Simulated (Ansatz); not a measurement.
Sr3RhN3: a run for the field gradients

```yaml
crystal:
  lattice:
    - [7.6895252977, 0.0, 0.0]
    - [-3.8447626489, 6.6593242509, 0.0]
    - [0.0, 0.0, 5.30627335]
  atoms:
    - { symbol: Sr, position: [0.90594113, 0.63669079, 0.25] }
    - { symbol: Sr, position: [0.73074966, 0.09405887, 0.25] }
    - { symbol: Sr, position: [0.36330921, 0.26925034, 0.25] }
    - { symbol: Sr, position: [0.09405887, 0.36330921, 0.75] }
    - { symbol: Sr, position: [0.26925034, 0.90594113, 0.75] }
    - { symbol: Sr, position: [0.63669079, 0.73074966, 0.75] }
    - { symbol: Rh, position: [0.6666666667, 0.3333333333, 0.75] }
    - { symbol: Rh, position: [0.3333333333, 0.6666666667, 0.25] }
    - { symbol: "N", position: [0.89354414, 0.59429487, 0.75] }
    - { symbol: "N", position: [0.70075073, 0.10645586, 0.75] }
    - { symbol: "N", position: [0.40570513, 0.29924927, 0.75] }
    - { symbol: "N", position: [0.10645586, 0.40570513, 0.25] }
    - { symbol: "N", position: [0.29924927, 0.89354414, 0.25] }
    - { symbol: "N", position: [0.59429487, 0.70075073, 0.25] }
kpoints:
  mp_grid: { grid: [5, 5, 6] }
scf:
  occupations: { method: fermi_dirac, width: 0.05 }
  mixing_beta: 60
  max_iter: 80
hamiltonian:
  xc: pbe
  pseudopotentials: { kind: paw }
output:
  forces: true
  stress: true
  populations: true
  efg:
    quadrupole_moments_barn: { Sr: 0.305, "N": 0.02044 }
    contact_densities: true
```

```sh
ansatz run input.yaml --threads 1 --pin off --max-ram 2560MiB --backend cpu --events-out ev --progress --plain --runs-dir out
```

Problem. Does this calculation finish, and if not, why?

Solution. The input was rejected before any iteration. The input holds a keyword of another program. The program says:

```
Error: YAML parse error: error: line 25 column 3: unknown field `mixing_beta`, expected one of max_iter, algorithm, n_extra_bands, self_checks, convergence, lower_state_search, omitted_lower_state_checks, lower_solution_reach, mixing, occupations, eigensolver, initial_density, exx
  --> <input>:25:3
   |
23 | scf:
24 |   occupations: { method: fermi_dirac, width: 0.05 }
25 |   mixing_beta: 60
   |   ^ unknown field `mixing_beta`, expected one of max_iter, algorithm, n_extra_bands, self_checks, convergence, lower_state_search, omitted_lower_state_checks, lower_solution_reach, mixing, occupations, eigensolver, initial_density, exx
26 |   max_iter: 80
27 | hamiltonian:
   |
```

Against a sound input the change was `scf.mixing_beta`: not typed → 60; `scf.max_iter`: not typed → 80.

With the sound settings the run converges and gives V_zz (10²¹ V/m²) Sr 9.96 (η 0.38), Rh -14.14 (η 0.00), N -3.41 (η 0.44). The run finds no gap above 0.1 eV (a metal, or nearly one), so the gradients can move by 10 % or more with the k-mesh. Without spin–orbit coupling (the program notes it for Rh and Sr) the gradients can shift somewhat, as the gap is small. With these PAW files V_zz is typically within 2 to 3 % of all-electron values, but misses above 10 % occur on Rh. Semilocal functionals make gaps too small and can close them, so the real compound need not be a metal.
